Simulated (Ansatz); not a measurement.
ZnS in space group P3m1 (No. 156; Pearson symbol hP16), the program Ansatz at the LDA level (PAW). The conduction-band minimum lies at Γ, with 1 equivalent valley. Second derivatives d²E/dk² of the lowest band at one valley (eV·Å²), along Cartesian directions:…

```csv
direction,d²E/dk²
[100],43.97
[010],43.97
[001],47.07
[110],43.97
[101],45.54
[011],45.54
```

Q: Find the principal effective masses, the density-of-states mass and the conductivity mass.

A: Off-diagonal terms follow from H_xy = H[110] − (H_xx + H_yy)/2, and m*/mₑ = 7.620 eV·Å² over each eigenvalue: 0.16, 0.17, 0.17. One valley's DOS mass (m₁m₂m₃)^(1/3) = 0.17, conductivity mass 3/(Σ 1/mᵢ) = 0.17 mₑ.

Q: What effective density of states Nc follows at 300 K for parabolic valleys?

A: Nc = 2.509e19 × 1 × (0.17)^(3/2) ≈ 1.8e18 cm⁻³.

The workflow started from a Materials Project entry (that database holds measured and hypothetical structures alike); the Crystallography Open Database files this formula in space group No. 156, but the cells were not matched. It is not the phase usual at ambient conditions (space group No. 186, 216). The LDA relaxation kept the symmetry of its start; phonons on a q-mesh show no instability.

Potentials: the later of the program's two PAW sets.

Edges and masses are those of Kohn–Sham bands, whose gap is no quasiparticle gap.
